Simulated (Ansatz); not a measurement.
# TiSn3O8: phonons across the zone

Theory: Ansatz 0.2.0, DFT PBE, scalar-relativistic, plane waves, PAW. Cutoff 420 eV, 6×6×6 k-points (Γ-centred), fixed occupations. No spin polarisation. Phonons by linear response, acoustic sum rule imposed.

Equilibrium structure at this level:
```yaml
crystal:
  lattice:
    - [-3.17729, 3.37850, 3.38379]
    - [3.17729, -3.37850, 3.38379]
    - [3.17729, 3.37850, -3.38379]
  atoms:
    - { symbol: Ti, position: [0.50000, 0.50000, 0.00000] }
    - { symbol: Sn, position: [0.00000, 0.74881, 0.74881] }
    - { symbol: Sn, position: [0.00000, 0.25119, 0.25119] }
    - { symbol: Sn, position: [0.50000, 0.00000, 0.50000] }
    - { symbol: O, position: [0.68945, 0.45167, 0.76222] }
    - { symbol: O, position: [0.68945, 0.92723, 0.23778] }
    - { symbol: O, position: [0.79975, 0.50000, 0.29975] }
    - { symbol: O, position: [0.80398, 0.00000, 0.80398] }
    - { symbol: O, position: [0.31055, 0.07277, 0.76222] }
    - { symbol: O, position: [0.31055, 0.54833, 0.23778] }
    - { symbol: O, position: [0.20025, 0.50000, 0.70025] }
    - { symbol: O, position: [0.19602, 0.00000, 0.19602] }
```

It was reached by relaxing an invented guess, and it needn't be the stable form of this composition. Spin–orbit coupling is left out, which matters for heavy elements.

Force constants from linear response on a 2×2×2 q mesh.

Path: Γ–X–F2 | SIGMA0–Γ–Y0 | U0–X | Γ–R–W–S–Γ–T–W. Only the points of the 2×2×2 mesh were computed; the rest is interpolation, which is rough on so few points. On the mesh no mode is imaginary. Distance along the path (Å⁻¹), then the branches (cm⁻¹, negative for imaginary; the LO field is included):
```
0.000  0 0 0 102 102 126 136 182 202 204 230 232 250 270 275 298 305 327 349 356 367 387 447 449 464 468 480 504 513 548 564 582 637 686 688 718
0.232  25 37 86 107 112 130 139 161 198 209 234 239 252 273 274 283 299 326 348 362 362 396 445 449 449 449 492 510 545 547 556 585 630 673 698 718
0.464  52 73 108 117 120 137 160 169 193 220 239 242 255 259 269 280 294 325 350 357 367 398 433 445 450 452 503 519 540 542 587 588 611 661 703 716
0.696  71 100 100 117 125 134 148 191 206 219 246 246 256 270 274 284 289 327 339 347 380 393 436 452 456 475 495 527 537 544 582 586 614 650 703 714
0.928  78 78 105 110 117 128 166 193 220 230 237 248 250 281 281 283 290 330 331 334 384 396 440 452 457 489 508 523 535 554 556 584 623 646 700 714
0.943  78 78 105 110 117 128 166 193 220 230 237 248 250 280 281 284 290 330 331 334 384 396 440 452 457 489 508 523 535 553 556 584 623 646 700 714
0.958  78 79 105 111 118 128 166 194 220 230 237 248 249 279 281 286 289 330 331 334 384 395 440 452 458 489 508 523 535 553 556 584 623 646 700 714
0.972  79 79 105 112 119 128 167 194 219 230 237 248 248 277 280 288 289 330 331 334 385 395 440 452 459 490 508 523 535 553 556 584 623 646 700 714
0.987  79 79 105 113 120 127 167 194 219 229 237 248 248 276 280 288 290 330 331 334 385 394 441 451 460 490 508 524 534 552 557 584 623 647 700 714
1.103  80 82 100 121 134 141 176 203 216 226 232 238 246 270 273 277 306 323 328 331 381 392 445 448 472 490 505 525 530 549 558 582 625 650 700 713
1.336  83 86 94 101 191 192 197 198 212 215 230 231 236 240 251 263 297 309 316 336 359 422 448 450 490 503 503 512 525 539 558 578 632 658 699 712
1.568  58 67 92 105 144 153 177 196 204 224 231 231 233 256 258 258 293 294 315 356 369 448 448 449 479 485 505 519 524 532 559 578 631 667 696 716
1.801  21 24 50 97 103 129 151 177 202 204 223 230 230 250 273 274 293 303 348 366 385 448 453 454 462 479 506 508 511 547 563 581 624 677 689 718
1.917  0 0 0 98 102 126 136 182 193 220 223 230 250 270 271 298 305 349 356 367 378 387 449 456 464 480 492 504 510 513 548 564 637 688 718 719
2.149  41 52 96 100 108 134 141 176 191 202 225 235 253 256 270 304 314 347 353 363 375 390 438 454 456 486 506 506 512 537 552 563 635 680 710 729
2.381  68 90 105 118 128 158 167 173 174 206 222 230 246 267 272 296 322 345 350 354 362 394 436 450 462 495 504 507 516 547 558 599 629 659 705 729
2.614  77 106 110 116 126 130 165 173 205 217 235 240 253 277 277 285 308 336 337 344 373 396 444 454 456 492 508 521 523 537 559 612 625 642 701 719
2.846  78 78 105 110 117 128 166 193 220 230 237 248 250 281 281 283 290 330 331 334 384 396 440 452 457 489 508 523 535 554 556 584 623 646 700 714
2.846  78 78 105 110 117 128 166 193 220 230 237 248 250 281 281 283 290 330 331 334 384 396 440 452 457 489 508 523 535 554 556 584 623 646 700 714
2.846  78 78 105 110 117 128 166 193 220 230 237 248 250 281 281 283 290 330 331 334 384 396 440 452 457 489 508 523 535 554 556 584 623 646 700 714
2.846  78 78 105 110 117 128 166 193 220 230 237 248 250 281 281 283 290 330 331 334 384 396 440 452 457 489 508 523 535 554 556 584 623 646 700 714
2.847  78 78 105 110 117 128 166 193 220 230 237 248 250 281 281 283 290 330 331 334 384 396 440 452 457 489 508 523 535 554 556 584 623 646 700 714
2.847  0 0 0 100 102 126 139 182 199 204 230 232 248 250 270 275 298 305 352 367 387 439 447 449 464 474 482 504 512 548 564 582 631 682 688 718
3.017  28 38 65 102 104 133 147 174 202 207 230 233 248 251 272 275 292 299 349 364 384 437 448 454 456 469 482 511 522 546 568 582 630 678 689 717
3.186  54 73 107 109 125 150 163 170 203 216 222 238 251 256 266 275 281 288 339 356 373 434 445 450 460 467 489 513 538 547 577 582 628 668 691 715
3.356  76 103 104 126 153 170 171 192 203 217 224 239 252 254 255 260 270 303 323 342 362 431 434 451 455 486 494 519 526 568 582 584 627 655 696 710
3.525  89 98 127 129 146 182 188 189 218 222 225 231 233 251 255 257 274 314 314 330 357 429 431 452 452 496 504 511 522 579 582 586 627 648 702 704
3.642  94 102 129 129 145 183 186 188 213 221 229 234 235 248 254 263 276 313 314 329 359 430 431 450 453 488 503 510 528 577 582 586 633 650 700 704
3.758  108 111 131 134 143 176 179 189 212 219 229 236 241 250 256 272 282 311 312 325 363 430 431 446 453 471 500 509 542 576 583 586 644 655 696 703
3.874  120 128 135 138 142 161 167 190 214 218 228 233 243 250 266 284 290 308 308 320 367 428 429 444 453 459 496 508 558 577 583 583 653 661 690 703
3.990  123 137 140 146 147 148 152 190 217 219 225 233 241 252 269 297 298 300 302 318 369 426 428 443 454 455 495 508 567 578 580 583 656 664 687 703
4.114  122 129 136 141 143 153 157 189 213 214 226 229 239 248 283 288 290 311 313 325 371 418 430 444 451 460 485 517 558 572 583 589 649 661 692 706
4.237  115 118 126 130 140 156 159 180 194 209 228 233 234 255 278 281 302 322 324 343 377 402 432 446 450 471 473 528 543 563 590 595 637 653 702 714
4.361  104 113 113 117 138 155 157 169 185 208 232 233 243 262 267 276 314 330 335 357 381 383 432 447 449 466 486 526 534 557 595 600 626 646 709 720
4.485  102 106 109 111 137 152 157 166 184 209 231 235 249 260 265 274 317 334 345 358 372 385 432 448 450 464 498 513 536 555 597 602 620 642 712 723
4.649  88 100 111 122 132 142 150 163 174 214 234 238 247 258 271 274 320 334 349 354 368 389 432 449 450 463 499 512 538 556 579 600 616 657 712 722
4.813  63 88 98 110 117 130 150 157 186 208 231 239 256 256 272 285 316 344 349 357 362 392 435 451 454 458 505 506 537 558 558 575 627 672 710 721
4.977  33 47 54 103 105 133 134 174 198 206 228 233 252 267 270 298 306 348 352 357 364 390 446 451 453 467 490 510 521 549 555 564 634 682 707 719
5.142  0 0 0 100 102 126 136 182 195 213 228 230 250 270 272 298 305 349 355 356 367 387 449 451 464 472 480 504 513 548 552 564 637 688 705 718
5.226  16 21 35 98 103 128 141 180 197 214 223 230 250 258 271 278 300 304 351 366 387 436 450 455 462 480 504 505 510 537 548 565 634 688 699 718
5.396  45 61 96 101 110 141 156 176 195 209 224 234 255 257 269 276 300 305 339 361 383 432 446 451 461 485 506 513 514 536 546 575 636 688 697 716
5.566  66 90 96 121 159 160 172 178 181 217 226 238 239 270 272 280 296 302 319 350 376 426 433 450 472 489 505 518 521 539 552 586 640 687 693 712
5.735  75 88 124 142 150 171 175 185 201 220 229 241 243 266 270 286 295 298 310 332 370 416 430 453 478 493 502 520 520 537 566 594 645 685 688 709
5.878  78 89 135 138 155 162 178 185 208 219 230 241 251 259 269 287 293 295 320 323 369 415 430 453 477 491 504 511 529 539 568 595 647 684 687 708
5.994  93 96 137 140 154 159 178 185 213 214 231 235 248 262 266 288 295 298 316 321 369 417 429 452 470 477 499 507 548 549 570 593 648 682 684 707
6.110  109 111 140 142 151 156 169 187 212 220 228 231 245 260 266 291 295 301 310 319 369 421 428 450 458 464 496 508 562 563 575 589 651 674 686 705
6.226  122 128 144 145 148 152 153 190 215 221 225 232 242 254 268 296 297 300 304 318 369 425 428 444 454 456 495 508 567 574 582 583 655 666 687 703
```
